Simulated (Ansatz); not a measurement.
A geometry of Ni away from equilibrium: step 2 of the relaxation of a relaxed Ni cell, doubled along one cell vector, shaken by Gaussian noise of σ = 0.08 Å a coordinate. These are r2SCAN (plane waves to 500 eV, PAW, scalar-relativistic; Ansatz, a program for electronic structure) values and carry that method's errors. Γ-centred k-mesh 14×7×14 on the run's cell (coarser than for final values), Fermi–Dirac smearing 0.05 eV.

```
Ni
1.0
    2.30654     0.00391    -0.00050
    0.00783     4.58916     0.03491
   -0.00050     0.01746     2.30778
Ni
2
Direct
  0.03504   0.97595   0.95775
  0.05857   0.49528   0.07061
```
Spin-polarised start, with parallel moments on Ni.

Q: Give the Cartesian forces on all atoms (eV/Å).

A: 
| atom | Fx | Fy | Fz |
|---|---|---|---|
| Ni1 | -0.08 | 0.60 | -0.37 |
| Ni2 | 0.08 | -0.60 | 0.37 |

Q: What is the pressure?

A: +0.5 GPa, compression positive.

Q: How much energy per atom can still be gained by relaxing?

A: 0.77 eV/atom; the path ends in Fm-3m (No. 225) (fcc (Cu type)).

Spin state reached: ferromagnetic (net 0.74 μB/atom), from parallel starting moments; other spin orders were not run from this start. r2SCAN tends to overstate moments in metals.

The run could not lose the symmetry of its start.

Of the parent cell (Pm-3m (No. 221)): it is a generated cell of Ni: the first start was made by placing the elements on the sites of a structure type, and the end was not matched to a known phase here, so it may be hypothetical. Known forms of Ni include space group No. 225.
